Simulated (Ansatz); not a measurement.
## Relaxing a structure of Y

The start is a relaxed Y cell, doubled along one cell vector, shaken by Gaussian noise of σ = 0.08 Å a coordinate. The cell and all atomic positions are relaxed at zero pressure with r2SCAN (plane waves to 500 eV, PAW, scalar-relativistic; Ansatz, a first-principles code). The first steps use a coarse 5×10×10 k-mesh.

Starting cell:
```
Y
1.0
    3.65224     2.10862    17.28756
   -1.82612     1.05431     8.64378
    0.00000    -2.10862     8.64378
Y
6
Direct
  0.00659   0.96653   0.02693
  0.50050   0.96360   0.03348
  0.09622   0.22335   0.25734
  0.60432   0.24675   0.20319
  0.37840   0.79197   0.78510
  0.87217   0.78422   0.80677
```

```json
{
 "largest_initial_force": "0.38 eV/Å, on Y4 (atoms numbered as listed)",
 "outcome": "The space group goes from P1 (No. 1) to R-3m (No. 166); the end is AFLOW prototype A_hR3_166_ac (C19, as in Sm), with 3 atoms in the primitive cell",
 "energy_released": "0.01 eV/atom",
 "Shortest distances (start → end)": "The closest pairs of elements (up to four, under 3.6 Å), start → end: Y–Y 3.46 → 3.54 Å",
 "band_gap_at_the_end": "zero (metallic)",
 "optimiser_moves": "4"
}
```

It ends as:

Space group R-3m, hexagonal axes (No. 166); a = 3.6522 Å, b = 3.6522 Å, c = 25.9312 Å, α = 90.00°, β = 90.00°, γ = 120.00°

```tsv
atom	site	symmetry	x	y	z
Y	3b	-3m	0.0000	0.0000	0.5000
Y	6c	3m	0.0000	0.0000	0.2784
```
(The calculation used a cell of 3 atoms; values per cell refer to that cell.)

Final values are on a 15×15×15 k-mesh of the relaxed cell. No spin polarisation in the result.

The relaxed structure here is a generated cell of Y: the first start was made by placing the elements on the sites of a structure type, and the end was not matched to a known phase here, so it may be hypothetical. Known forms of Y include space group No. 194.
